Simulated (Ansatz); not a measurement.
## In$_{3}$SbTe$_{2}$: do energies and stresses tell the same story?

Method: DFT PBE, scalar-relativistic, plane waves, PAW in Ansatz 0.2.0.

Settings: cutoff 420 eV, Γ-centred mesh 9×9×4 on the computed 6-atom cell, Gaussian smearing of 0.10 eV; no spin polarisation.

Relaxed cell: P-3m1, a = 4.420 Å, b = 4.420 Å, c = 10.718 Å, α = 90.00°, β = 90.00°, γ = 120.00°, 6 atoms in the primitive cell. Whether it is the stable form of this composition wasn't checked.

Energies at zero smearing and pressures from the stress tensor, at volumes with shape and atoms relaxed:
| V (Å³/atom) | E − E(first) (meV/atom) | P (GPa) |
| --- | --- | --- |
| 26.601 | 0.00 | 7.52 |
| 27.508 | -35.47 | 5.09 |
| 28.415 | -58.36 | 3.06 |
| 29.322 | -70.70 | 1.38 |
| 30.228 | -74.33 | -0.03 |
| 31.135 | -70.74 | -1.20 |
| 32.042 | -61.11 | -2.17 |
| 33.251 | -40.60 | -3.21 |

Question: Check P = −dE/dV between neighbouring volumes, and get the bulk modulus from the pressures alone.

Answer: With 1 eV/Å³ = 160.2 GPa:
```json
{"middle V (Å³/atom)": "27.054", "−ΔE/ΔV (GPa)": "6.267", "mean P (GPa)": "6.307"}
{"middle V (Å³/atom)": "27.961", "−ΔE/ΔV (GPa)": "4.044", "mean P (GPa)": "4.079"}
{"middle V (Å³/atom)": "28.868", "−ΔE/ΔV (GPa)": "2.181", "mean P (GPa)": "2.220"}
{"middle V (Å³/atom)": "29.775", "−ΔE/ΔV (GPa)": "0.641", "mean P (GPa)": "0.675"}
{"middle V (Å³/atom)": "30.682", "−ΔE/ΔV (GPa)": "-0.634", "mean P (GPa)": "-0.612"}
{"middle V (Å³/atom)": "31.589", "−ΔE/ΔV (GPa)": "-1.702", "mean P (GPa)": "-1.685"}
{"middle V (Å³/atom)": "32.647", "−ΔE/ΔV (GPa)": "-2.717", "mean P (GPa)": "-2.691"}
```

The two differ by 0.04 GPa at most. The mean of two end pressures misses the average over a step by about ΔV² P″/12, up to 0.04 GPa here; with that taken off 0.01 GPa remains. Around V = 30.228 Å³/atom, the two neighbours give B = −V ΔP/ΔV = 30.228 × 2.57 / 1.814 = 42.9 GPa, against B0 = 42.8 GPa from the Birch–Murnaghan fit of the energies.

Cost: 9 runs of about 13 core-minutes in all, on Arm Neoverse V2 (shared hosts).